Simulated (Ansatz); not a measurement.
One stationary structure of GaN. Space group P6₃mc (No. 186), AFLOW prototype AB_hP8_186_ab_ab (B5, as in SiC). Calculation: PBE (plane waves to 420 eV, PAW, scalar-relativistic; Ansatz, a program for electronic structure).

Space group P6₃mc (No. 186); a = b = 3.217 Å, c = 10.496 Å, α = β = 90.00°, γ = 120.00°

| atom | site | symmetry | x | y | z |
|---|---|---|---|---|---|
| Ga | 2a | 3m. | 0.0000 | 0.0000 | 0.0005 |
| Ga | 2b | 3m. | 0.3333 | 0.6667 | 0.2502 |
| N | 2a | 3m. | 0.0000 | 0.0000 | 0.3125 |
| N | 2b | 3m. | 0.3333 | 0.6667 | 0.0624 |

Q: Give the band gap at the level PBE.

A: 1.62 eV, direct at Γ (no spin-orbit coupling).

No spin polarisation in the result.

The run could not lose the symmetry of its start.

The first start was generated by placing the elements on the sites of a structure type. A measured structure of GaN has the same space group, P6₃mc (No. 186); the sites were not compared with it.
